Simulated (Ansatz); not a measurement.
MgTiNO:
```xyz
4
Lattice="2.9560 0.0000 0.0000 0.0000 2.9560 0.0000 0.0000 0.0000 4.3089" Properties=species:S:1:pos:R:3 pbc="T T T"
Ti     0.0000     0.0000     0.0000
N      1.4780     1.4780     0.0000
Mg     1.4780     1.4780     2.1545
O      0.0000     0.0000     2.1545
```

Relaxed with PBEsol. Special points in fractions of this cell's reciprocal vectors: Γ (0.000, 0.000, 0.000); X (0.000, 0.500, 0.000); M (0.500, 0.500, 0.000); Z (0.000, 0.000, 0.500); R (0.000, 0.500, 0.500); A (0.500, 0.500, 0.500).

**Question.** List the band energies nearest the Fermi level at these points for DFT-PBEsol in the program Ansatz with PAW potentials.

**Answer.** In eV from the Fermi level; about four levels below and three above (degenerate sets whole), none deeper than 8.9 eV; points with the same levels are listed once.

```csv
k,below,above
Γ,-3.24 -2.24 -2.18 -2.18,0.52 0.52 0.81
X,-5.92 -5.85 -5.19 -5.03,0.87 1.41 1.86
M,-3.85 -3.85 -3.77 -1.56 -1.56,1.55 2.47 3.35
Z,-5.35 -5.35 -2.37 -2.37 -2.13,1.11 1.25 1.25
R,-6.32 -5.25 -5.19 -3.93,1.45 1.98 2.04
A,-6.77 -4.62 -4.62 -4.34,0.06 0.06 2.47
```

Space group P4/mmm. The start of the workflow was typed in or built on a structure type; neither database checked (COD, Materials Project) lists it. Its standing as an ambient phase is unchecked. The PBEsol relaxation kept the symmetry of its start; whether a distortion lowers the energy is not shown. The workflow began spin-polarised and lost its moments. The compound may be a true metal, but semilocal functionals without U, or a wrong spin order, can also close a gap.

Potentials: the later of the program's two PAW sets.
